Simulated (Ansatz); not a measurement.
ZrB₂ (AlB2 type, space group P6/mmm)

```
ZrB2
1.0
    6.33540     0.00000     0.00000
   -1.58385     2.74331     0.00000
    0.00000     0.00000     3.55026
Zr B
2 4
Direct
  0.00000   0.00000   0.00000
  0.50000   0.00000   0.00000
  0.16667   0.66667   0.50000
  0.66667   0.66667   0.50000
  0.33333   0.33333   0.50000
  0.83333   0.33333   0.50000
```

The atoms are displaced by Q × the pattern below (from a DFPT mode at M = (0.5, 0.0, 0.0), largest move 1; Q in Å), at fixed cell. (q is in reciprocal vectors of the primitive cell; the cell shown is doubled to hold the pattern.)

```tsv
atom	x	y	z
B3	0.866	0.500	0.000
B4	-0.866	-0.500	0.000
B5	0.866	0.500	0.000
B6	-0.866	-0.500	0.000
```

Atoms not listed stay in place.

The numbers are results of r2SCAN (plane waves to 500 eV, PAW, scalar-relativistic; Ansatz, a program for electronic structure), not measurements. k mesh 17×17×13 (Γ-centred), Fermi-Dirac smearing 0.05 eV. Compression counts positive. With partly filled bands, energies and forces of such displacements shift with the k mesh and the smearing. ZrB2 is run without spin polarisation. ZrB2 was relaxed with its symmetry unable to fall. 

| Q (Å) | −dE/dQ from forces (eV/Å) | P (GPa) |
|---|---|---|
| -0.280 | ___ | 23.6 |
| -0.233 | 31.024 | 15.6 |
| -0.187 | ___ | 9.6 |
| -0.140 | ___ | 5.2 |
| -0.093 | 7.960 | 2.3 |
| -0.047 | 3.714 | 0.6 |
| 0.000 | 0.000 | 0.0 |
| 0.047 | -3.714 | 0.6 |
| 0.093 | -7.960 | 2.3 |
| 0.140 | ___ | 5.2 |
| 0.187 | ___ | 9.6 |
| 0.233 | -31.024 | 15.6 |
| 0.280 | ___ | 23.6 |

**Question.** What belongs in the gaps?

**Answer.** 
- -0.280, −dE/dQ from forces (eV/Å): 45.791
- -0.187, −dE/dQ from forces (eV/Å): 20.700
- -0.140, −dE/dQ from forces (eV/Å): 13.356
- 0.140, −dE/dQ from forces (eV/Å): -13.356
- 0.187, −dE/dQ from forces (eV/Å): -20.700
- 0.280, −dE/dQ from forces (eV/Å): -45.791

(For displaced atoms, the force is minus the slope of the energy, and its curvature is a force constant, which sets phonon frequencies.)
